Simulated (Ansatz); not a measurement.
**What DFT gives for YbFe2Ge2**

```
CELL_PARAMETERS angstrom
0.00000 3.89280 0.00000
3.89280 0.00000 0.00000
1.94640 1.94640 -5.15975
ATOMIC_POSITIONS crystal
Ge 0.37500 0.37500 0.25000
Ge 0.62500 0.62500 0.75000
Yb 0.00000 0.00000 0.00000
Fe 0.75000 0.25000 0.50000
Fe 0.25000 0.75000 0.50000
```

Level: r2SCAN, no spin polarisation; 500 eV; 6×6×6 Γ-centred mesh; fermi-dirac occupations (width 0.022 eV); Ansatz 0.2.0, fixed geometry.

Contacts: Ge–Fe at 2.33 Å: least valence density 0.49 e/Å³ and ELF 0.40 there. Ge–Ge at 2.58 Å: least valence density 0.39 e/Å³ and ELF 0.63 there. Fe–Fe at 2.75 Å: least valence density 0.28 e/Å³ and ELF 0.40 there. These are pseudo-fields; inside the PAW spheres they differ from the all-electron ones.
Stress: The pressure is -0.7 GPa (compression positive), so with the atoms held at these fractions the cell would first shrink. The principal stresses -3.1, 0.5, 0.5 GPa differ, so its shape would change too.
Electronic structure: It is a metal, with about 11 states/eV a cell as the mean within 0.25 eV of the Fermi level, mostly Fe d (48 %) and Yb f (44 %).
Formation energy: -0.15 eV an atom against the elements' usual phases (free molecules for gases, crystals otherwise, with no correction for O₂ or N₂), so it is bound against them; other compounds may still compete. Relaxing would lower it.

Origin: a known structure type with other elements, at an estimated volume, so it need not be a known compound. Caveats: no spin polarisation, so a magnetic state may lie lower; f levels without a U or exact exchange are poorly placed.
